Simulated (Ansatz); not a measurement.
Data:

InAg3:
```
InAg3
1.0
    4.13809     0.00000     0.00000
    0.00000     4.13809     0.00000
    0.00000     0.00000     4.13809
In Ag
1 3
Cartesian
  0.00000   0.00000   0.00000
  0.00000   2.06904   2.06904
  2.06904   0.00000   2.06904
  2.06904   2.06904   0.00000
```

This is the PBEsol-relaxed structure.

Task: All from plane-wave PAW PBEsol (Ansatz code), unless another level is named. Predict the formation energy from the elements (no fitted shifts).

Result: -0.065 eV/atom.

Task: What about the density of states at the Fermi level?

Result: 0.29 states/eV per atom (mean over ±0.08 eV).

Task: Next, the gap with spin–orbit coupling?

Result: none (metallic).

Space group Pm-3m (Cu3Au type). The workflow started from an entry of the Crystallography Open Database (COD). Its standing as an ambient phase is unchecked. The PBEsol relaxation kept the symmetry of its start; of distortions, only those at the zone centre were tested. No spin polarisation was allowed. The references are the lowest solids computed at this level, not always the standard phases. Scalar-relativistic: spin–orbit coupling is off unless named, which matters more the heavier the elements.

Potentials: the later of the program's two PAW sets.
